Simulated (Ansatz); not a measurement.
GdZn3 in the AuCu3-type structure

The computed numbers are results of PBE+U (U_eff = 6 eV on Gd 4f), scalar-relativistic (collinear spin) in the plane-wave PAW code Ansatz at 420 eV, 8×8×8 k-mesh, Gaussian smearing of 0.05 eV; PAW files: Ansatz's generated set soft_2.

```
CELL_PARAMETERS angstrom
4.31138 0.00000 0.00000
0.00000 4.31138 0.00000
0.00000 0.00000 4.31138
ATOMIC_POSITIONS crystal
Gd 0.00000 0.00000 0.00000
Zn 0.00000 0.50000 0.50000
Zn 0.50000 0.50000 0.00000
Zn 0.50000 0.00000 0.50000
```

This is a trial structure made by placing the elements on a prototype's sites, so it needn't be the stable form.

The geometry is fixed. Moments are started on Gd in several ways. q is the propagation vector of an order in a doubled cell, in units of this cell's reciprocal vectors; doubled cells take an equivalent mesh or are counted from a ferromagnetic run in the same cell, unless said otherwise. Energies count from the first row, the state in which the cell was relaxed.

The starts:
- ferromagnetic
- no spin polarisation
- antiparallel, q = (0, 0, 1/2)
- antiparallel, q = (0, 1/2, 1/2)
- antiparallel, q = (1/2, 1/2, 1/2)

(1) Which start ends lowest?

Answer:

(1) Lowest: antiparallel, q = (1/2, 1/2, 1/2).

```
                            start  largest typed moment (μB)  ΔE (meV/atom)  gap on the mesh (eV)  P (GPa)  final spin moments (μB)
                    ferromagnetic                      8.01*            0.0                 metal      0.1         Gd 7.28; Zn 0.07
             no spin polarisation                       0.00         2771.2                 metal     -0.2                     none
    antiparallel, q = (0, 0, 1/2)                      7.00*            8.4                 metal     -0.1           Gd 7.14, -7.14
  antiparallel, q = (0, 1/2, 1/2)                      7.00*            5.3                 metal      0.0           Gd 7.17, -7.17
antiparallel, q = (1/2, 1/2, 1/2)                      7.00*           -9.7                 metal     -0.1           Gd 7.32, -7.32
```

A star marks runs that didn't start from the typed moments alone: they went on from the state of an earlier run.

The program warned that a state may lie lower still than the lowest row, perhaps of another order.

The program noted a lower state or an instability beside: antiparallel, q = (0, 1/2, 1/2). The lower rows of the table may be what it saw.

The row without spin polarisation prices the pairing of the open shell's electrons, in one of several fillings that the shell can take under U, not a magnetic ordering energy.

Only orders that fit these small cells were tried, so the real crystal's order may be another.

Spin–orbit coupling is left out. Site moments are of spin, integrated over atomic spheres.
